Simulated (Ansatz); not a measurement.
A distorted cell of C (graphite type, space group P6_3/mmc):

```
CELL_PARAMETERS angstrom
      2.45536     0.00000     0.00000
     -1.22768     2.12640     0.00000
      0.00000     0.00000     6.67065
ATOMIC_POSITIONS crystal
  C  0.00000 0.00000 0.25000
  C  0.91447 0.00000 0.75000
  C  0.33333 0.66667 0.25000
  C  0.66667 0.33333 0.75000
```

Calculation: r2SCAN+rVV10 (plane waves to 500 eV, PAW, scalar-relativistic; Ansatz, a quantum-chemistry and plane-wave program). k mesh 12×12×4 (Γ-centred), Fermi-Dirac smearing 0.05 eV. The energy includes the smearing's −TS. Stress and pressure are positive under compression. With partly filled bands, energies and forces of such displacements shift with the k mesh and the smearing. C was relaxed with its symmetry unable to fall.

**Question.** Predict the force on every atom, in eV/Å.

**Answer.** 
```tsv
atom	Fx	Fy	Fz
C1	0.031	-0.018	0.000
C2	11.332	-3.056	0.000
C3	-0.013	-0.001	0.000
C4	-11.349	3.075	0.000
```

**Question.** What is the stress tensor (GPa)?

**Answer.** 
```
   18.1    -13.8      0.0
  -13.8     13.1      0.0
    0.0      0.0      0.1
```
The pressure, a third of the trace, is 10.4 GPa.

**Question.** In it atom 2 sits (-0.210, 0.000, 0.000) Å away from its relaxed site. What is its energy relative to the relaxed cell?

**Answer.** 1228 meV/cell.

(For displaced atoms, the force is minus the slope of the energy, and its curvature is a force constant, which sets phonon frequencies.)
